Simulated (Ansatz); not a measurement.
GaSb, in the lowest of the structures calculated here: F-43m (No. 216), cF8, zinc blende type; a = b = c = 6.1119 Å, α = β = γ = 90.00°; Sb 4d (0.750, 0.750, 0.750); Ga 4a (0.000, 0.000, 0.000). Computed with PBEsol (plane waves to 420 eV, PAW, scalar-relativistic; Ansatz, a first-principles code). Element references, the lowest calculated here: Sb (R-3m), Ga (Cmce).

Total energies (eV/atom, σ → 0; comparable only within this code, potentials and settings):

```tsv
phase	E (eV/atom)
GaSb (F-43m)	-5075.809
Sb (R-3m)	-6408.163
Ga (Cmce)	-3743.207
```

Problem. What is the formation energy of this F-43m form of GaSb from the elements?

Solution. E_f = -5075.809 − [1 × (-3743.207) + 1 × (-6408.163)] / 2 = -0.12 eV/atom (-0.2 eV per formula unit).

Static energies, no anion corrections, no zero-point energy. Values are rounded to 0.01 eV/atom. Spin-orbit coupling is missing from these energies, which matters for elements this heavy. The compounds carry no spin polarisation.
